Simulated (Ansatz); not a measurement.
## Computed properties of AlCuGeSe₄

AlCuGeSe$_{4}$:
```xyz
7
Lattice="-2.7814 2.7814 5.3462 2.7814 -2.7814 5.3462 2.7814 2.7814 -5.3462" Properties=species:S:1:pos:R:3 pbc="T T T"
Al     0.0000     2.7814     2.6731
Cu     0.0000     0.0000     0.0000
Ge     0.0000     0.0000     5.3462
Se     1.3695     1.4808    -1.4075
Se    -1.3006     1.4119     6.7537
Se     1.4119     1.3006     3.9386
Se     4.0820     1.3695     1.4075
```

Space group I-4 (No. 82); conventional cell a = 5.563 Å, b = 5.563 Å, c = 10.692 Å, α = 90.00°, β = 90.00°, γ = 90.00°.

Method: HSE06 (plane waves, PAW; program Ansatz). The cell and atoms are relaxed at this level. Other levels are named where they apply.

**Cell and energy**

| Quantity | Result |
|---|---|
| Volume per atom | 23.63 Å³ |
| Density | 4.81 g/cm³ |

**Electronic structure**

| Property | Result |
|---|---|
| Band gap | 2.19 eV (smallest direct gap 2.20 eV) |
| Valence-band maximum | at Γ |
| Conduction-band minimum | at X (2 equivalent valleys) |

**Mechanics**

| Property | Value |
|---|---|
| Bulk modulus (Birch–Murnaghan fit) | 408 kbar |
| Pressure derivative B′ | 4.8 |

The first step of the workflow began from a Materials Project structure, measured or hypothetical; the Crystallography Open Database copy checked does not list it. Its standing as an ambient phase is unchecked. The HSE06 relaxation kept the symmetry of its start; whether a distortion lowers the energy is not shown. The run is not spin-polarised. The hybrid was solved on a coarse mesh, the path and, where they were found, the r²SCAN edge points; its band edges are the extreme levels among these. Spin–orbit coupling is left out wherever it is not named.

Potentials: the later of the program's two PAW sets.
